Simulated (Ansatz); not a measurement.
AlCu$_{3}$: Grüneisen parameters and expansion

All numbers below come from DFT LDA, scalar-relativistic, plane waves, PAW (Ansatz). Cutoff 420 eV, 12×12×12 k-points (Γ-centred), Fermi-Dirac smearing of 0.15 eV. No spin polarisation. Phonons by linear response, acoustic sum rule imposed.

The cell, relaxed at this level:
```cif
data_structure
_symmetry_space_group_name_H-M 'Pm-3m'
_symmetry_Int_Tables_number 221
_cell_length_a 3.5896
_cell_length_b 3.5896
_cell_length_c 3.5896
_cell_angle_alpha 90.000
_cell_angle_beta 90.000
_cell_angle_gamma 90.000
_cell_volume 46.25
loop_
_atom_site_label
_atom_site_type_symbol
_atom_site_symmetry_multiplicity
_atom_site_Wyckoff_symbol
_atom_site_fract_x
_atom_site_fract_y
_atom_site_fract_z
_atom_site_occupancy
Al1 Al 1 a 0.00000 0.00000 0.00000 1
Cu1 Cu 3 c 0.50000 0.50000 0.00000 1
```

In a metal, frequencies depend on the k mesh and the smearing, soft modes most. Some empty bands missed the eigensolver's threshold.

Phonons on a 2×2×2 q mesh at 0.98, 1 and 1.02 times the equilibrium volume give γ = −d ln ν/d ln V, modes matched by rank. The cell has V = 46.25 Å³ with 4 atoms and B = 167 GPa. Points of the mesh (fractions of the reciprocal vectors) with their weights out of 8; the acoustic modes at Γ are left out:

```
                q weight  ν (cm⁻¹)     γ  degeneracy
   0.00 0.00 0.00       1       168  2.23           3
   0.00 0.00 0.00       1       203  2.21           3
   0.00 0.00 0.00       1       311  2.01           3
  0.00 0.00 -0.50       3       129  2.00           2
  0.00 0.00 -0.50       3       143  2.16           2
  0.00 0.00 -0.50       3       159  2.18           1
  0.00 0.00 -0.50       3       167  2.36           1
  0.00 0.00 -0.50       3       189  2.09           1
  0.00 0.00 -0.50       3       205  2.45           2
  0.00 0.00 -0.50       3       293  1.98           2
  0.00 0.00 -0.50       3       303  1.80           1
 0.00 -0.50 -0.50       3       119  1.92           1
 0.00 -0.50 -0.50       3       130  1.51           1
 0.00 -0.50 -0.50       3       138  1.81           2
 0.00 -0.50 -0.50       3       163  2.43           2
 0.00 -0.50 -0.50       3       164  2.56           1
 0.00 -0.50 -0.50       3       216  2.42           1
 0.00 -0.50 -0.50       3       217  2.29           1
 0.00 -0.50 -0.50       3       284  1.92           1
 0.00 -0.50 -0.50       3       311  1.92           2
-0.50 -0.50 -0.50       1       117  1.81           2
-0.50 -0.50 -0.50       1       132  1.45           3
-0.50 -0.50 -0.50       1       141  1.81           3
-0.50 -0.50 -0.50       1       251  2.46           1
-0.50 -0.50 -0.50       1       324  2.04           3
```

Problem. Work out the volume expansion coefficient at 50, 100, 300 and 800 K in Grüneisen's theory.

Solution. Each mode holds c = k_B x² eˣ/(eˣ − 1)², x = hcν/k_BT (k_B = 0.695 cm⁻¹/K). Weighted over the mesh, C_V = Σ c, γ̄ = Σ cγ/C_V and α_V = γ̄ C_V/(BV):
```json
{"T (K)": "50", "C_V (k_B a cell)": "2.05", "γ̄": "2.02", "α_V (10⁻⁶/K)": "7.4"}
{"T (K)": "100", "C_V (k_B a cell)": "6.34", "γ̄": "2.07", "α_V (10⁻⁶/K)": "23.4"}
{"T (K)": "300", "C_V (k_B a cell)": "10.71", "γ̄": "2.08", "α_V (10⁻⁶/K)": "39.7"}
{"T (K)": "800", "C_V (k_B a cell)": "11.49", "γ̄": "2.08", "α_V (10⁻⁶/K)": "42.5"}
```

The classical limit of C_V is 3n = 12 k_B, less the 3/8 k_B of the three modes left out, which leaves C_V and α_V about 3 % low even at high temperature. All γ are positive, so the crystal expands at every temperature. For a cubic crystal the linear coefficient is a third of α_V. A mesh this coarse misses long acoustic waves, so the low-temperature rows are rough; B and γ are held at their static values, and the electrons' part is left out.

Problem. The zero-point energy of the cell, summed on a denser interpolated mesh, is 150.318, 144.234 and 138.337 meV at the three volumes. How far does it expand the lattice at 0 K?

Solution. P_zp = −dE_zp/dV = 11.981 meV / (1.850 Å³) × 0.16022 GPa Å³/meV = 1.038 GPa, so ΔV/V = P_zp/B = 0.62 %. This share is taken off a measured low-temperature volume before it is compared with a static calculation.